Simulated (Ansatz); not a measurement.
## Property card for Sn₃PbSe₄

Theory: DFT PBE, scalar-relativistic, plane waves, PAW (Ansatz).

Plane waves to 420 eV, a k mesh through Γ of 6×6×6 on the computed 8-atom cell and Gaussian smearing (0.10 eV); no spin polarisation.

The structure is relaxed at this level of theory with its symmetry kept, and needn't be the ground state of this composition.

```
Sn Pb Se
1.0
     6.10365    0.00000    0.00000
     0.00000    6.10365    0.00000
     0.00000    0.00000    6.10365
Sn Pb Se
3 1 4
Cartesian
  3.0518 0.0000 0.0000
  0.0000 0.0000 3.0518
  0.0000 3.0518 0.0000
  3.0518 3.0518 3.0518
  0.0000 3.0518 3.0518
  3.0518 3.0518 0.0000
  0.0000 0.0000 0.0000
  3.0518 0.0000 3.0518
```

| Property | Result |
| --- | --- |
| Space group | Pm-3m (No. 221) |
| Volume per atom | 191.8 bohr³ |
| Formation energy from the elements' standard states (uncorrected) | -0.462 eV/atom |
| Kohn–Sham band gap | zero, with almost no states at the Fermi level |
| Density of states at the Fermi level | 0.0 states/eV per cell |
| Orbital (Löwdin) character within 0.5 eV of the Fermi level | Sn 5p 36 %, Se 4p 33 %, Sn 5s 14 %, Se 4s 7 % |
| Bader charge by site (e) | Sn (3 in the cell) 0.86, Pb (1 in the cell) 0.88, Se (3 in the cell) -0.87, Se (1 in the cell) -0.87 |

Spin-orbit coupling is left out, which matters for the bands of heavy elements.

The cell was found from a structure generator's guess, not taken from experiment. Löwdin shares on free-atom orbitals overweight diffuse shells.
